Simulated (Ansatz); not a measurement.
TiTe2 (CdI2 type)

```
TiTe2
1.0
    3.78396     0.00000     0.00000
   -1.89198     3.27701     0.00000
    0.00000     0.00000     6.60161
Ti Te
1 2
Direct
  0.00000   0.00000   0.00000
  0.33333   0.66667   0.25685
  0.66667   0.33333   0.74315
```

The volume is varied about the relaxed value V₀ at fixed cell shape. The atoms relax within the cell's symmetry.

All values below come from r2SCAN+rVV10 (plane waves to 500 eV, PAW, scalar-relativistic; Ansatz, a quantum-chemistry and plane-wave program). k mesh 14×14×7 (Γ-centred), Fermi-Dirac smearing 0.05 eV. E stands for the smeared free energy. Stress and pressure are positive under compression. With the shape held, the modulus is that of even scaling; a crystal free to change shape is softer. Spin-orbit coupling is left out, though Te is heavy. TiTe2 is run without spin polarisation. TiTe2 was relaxed with its symmetry unable to fall. ΔE is measured from the relaxed starting cell. The last digit holds for this mesh only.

```tsv
V (Å³/atom)	ΔE (meV/atom)
25.650	11.9
25.923	8.1
26.195	5.1
26.468	2.8
26.741	1.2
27.014	0.3
27.287	0.0
27.560	0.3
27.833	1.1
28.105	2.5
28.378	4.3
28.651	6.6
28.924	withheld
```

Task: Fit a third-order Birch-Murnaghan form (E₀, V₀, B₀, B₀′ free) to the given rows and predict ΔE at V = 28.924.

Result: Least squares on the 12 given rows: ΔE = E₀ + (9V₀B₀/16)·y²·[2 + (B₀′ − 4)y], y = (V₀/V)^(2/3) − 1, with V₀ = 27.287 Å³/atom, B₀ = 34.26 GPa (160.2 GPa = 1 eV/Å³; the term in eV is multiplied by 1000), B₀′ = 5.07, E₀ = 0.00 meV/atom; root-mean-square residual 0.02 meV/atom. At 28.924 the fit gives 9.3 meV/atom; the calculation gives 9.3 meV/atom, the same to the digits shown. For the pressure the fit gives -1.7 GPa against the computed -1.7 GPa.

(A scan under strain: stresses follow from slopes of the energy per volume, elastic moduli from its curvatures.)
